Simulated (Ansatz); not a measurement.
Here is an unrelaxed guess for CoRu3.

```
CELL_PARAMETERS angstrom
2.60113 0.00000 0.00000
-1.30056 2.25264 0.00000
0.00000 0.00000 8.63129
ATOMIC_POSITIONS crystal
Co 0.66667 0.33333 0.50000
Ru 0.33333 0.66667 0.75000
Ru 0.33333 0.66667 0.25000
Ru 0.66667 0.33333 0.00000
```

All numbers below come from DFT PBE, scalar-relativistic, plane waves, PAW (Ansatz 0.2.0). Settings: cutoff 420 eV, Γ-centred mesh 6×6×2 on the computed 4-atom cell, Gaussian smearing of 0.10 eV; collinear spin from starting moments 3.0 0.0 0.0 0.0 μB.

Energies over the elements count from the elements' standard structures at the same level, with no fitted energy shifts.

Question: How far from equilibrium is it?

Answer: The pressure is 16.0 GPa (the mean over three directions, positive in compression), the largest force is 0.49 eV/Å, and the energy is +0.17 eV/atom against the elements. The shortest distance is 2.60 Å.

Question: How much does it gain on relaxing, and where does it end?

Answer: Relaxing gains under 0.1 eV/atom (the start's value is from the coarse mesh, so the gain is rough) in 10 ionic steps and ends at +0.08 eV/atom on the finer mesh. The symmetry stays P-6m2 (No. 187). The volume per atom grows by 3.9 %, from 12.6 to 13.1 Å³. The shortest distance goes from 2.60 Å (Co–Co and Ru–Ru) to 2.57 Å (Co–Ru). Conventional cell: a = 2.693 Å, c = 8.368 Å. Co has 6 Ru at 2.57 Å and 6 Co at 2.69 Å; around Ru on a site of symmetry 3m lie 3 Co at 2.57 Å and 9 Ru at 2.64–2.69 Å; around Ru on a site of symmetry -6m2 lie 12 Ru at 2.64–2.69 Å.

The last run used collinear spin, an 18×18×6 mesh (in the run's order of axes) for its 4-atom cell and Gaussian smearing of 0.10 eV. Another magnetic order may lie lower. The relaxation can't lower the symmetry of the start. A structure relaxed within its symmetry needn't be a true minimum.
